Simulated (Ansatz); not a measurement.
**Stress against strain in TiB2**

```
CELL_PARAMETERS angstrom
3.02920 0.00000 0.00000
-1.51460 2.62336 0.00000
0.00000 0.00000 3.22840
ATOMIC_POSITIONS crystal
Ti 0.00000 0.00000 0.00000
B 0.33333 0.66667 0.50000
B 0.66667 0.33333 0.50000
```

Atom numbers follow the list: Ti1, B2, B3.

The cell comes from COD entry 2002799, which wasn't checked; take it as a given geometry.

These are results of DFT, PBEsol, all-electron LAPW, scalar-relativistic (Ansatz 0.2.0), not measurements.

Settings: a Γ-centred 15×15×13 k mesh, Fermi–Dirac smearing of 0.08 eV, basis error target 1 meV/atom, no spin polarisation.

The strain is applied along the Cartesian axes of the cell as listed (the other components stay zero). Fractional coordinates are held (clamped ions).

σ is the change of stress from the unstrained cell, which is at -5.16 GPa; tension is positive, so slopes are stress–strain coefficients at that pressure. In a metal the k mesh adds noise.

Only quantities that a quadratic follows smoothly over the whole series are listed; rougher ones are left out.

```tsv
εxx = εyy	σzz (GPa)	σxx (GPa)
-0.0300	-6.41	-24.25
-0.0200	-4.05	-15.45
0.0000	0.00	0.00
0.0100	1.73	6.75
0.0200	3.28	12.91
0.0300	4.66	18.54
```

Fit the series and read off the stiffness at zero strain.

Least-squares fits y = p0 + p1 x + p2 x² to the rows give σzz (GPa): p1 = 184, p2 = -970; σxx (GPa): p1 = 712, p2 = -3100. So C13 + C23 = 184 GPa and C11 + C12 = 712 GPa, for these axes.

One run, at εxx = εyy = -0.0100, is withheld. Predict its row.

The fits give -1.94, -7.45; the run gave -1.93, -7.39.
